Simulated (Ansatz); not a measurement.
LiTaO₃:
```
LiTaO3
1.0
    2.56942     1.48345     4.58867
   -2.56942     1.48345     4.58867
    0.00000    -2.96691     4.58867
Li Ta O
2 2 6
Direct
  0.28213   0.28213   0.28213
  0.78213   0.78213   0.78213
  0.99905   0.99905   0.99905
  0.49905   0.49905   0.49905
  0.61726   0.22519   0.86456
  0.22519   0.86456   0.61726
  0.86456   0.61726   0.22519
  0.11726   0.36456   0.72519
  0.72519   0.11726   0.36456
  0.36456   0.72519   0.11726
```

The program Ansatz at the PBEsol level (PAW) gives a gap of 3.79 eV without spin–orbit coupling, maximum off the standard path, at k = (0.135, 0.167, 0.177) in fractions of the reciprocal vectors, minimum at Γ.

### Question
What happens when spin–orbit coupling is switched on?

### Answer
The gap decreases by 0.12 eV, to 3.67 eV; maximum on the Γ–T line, 33 % of the way from Γ, minimum on the Γ–T line, 3 % of the way from Γ.

Space group R3c. The cell was relaxed with PBEsol under the symmetry of its start. No spin polarisation was allowed.

Potentials: the earlier of the program's two PAW sets. The files were generated under PBE; for other functionals the program regenerates the frozen cores, and for LDA and PBEsol the local potential too.
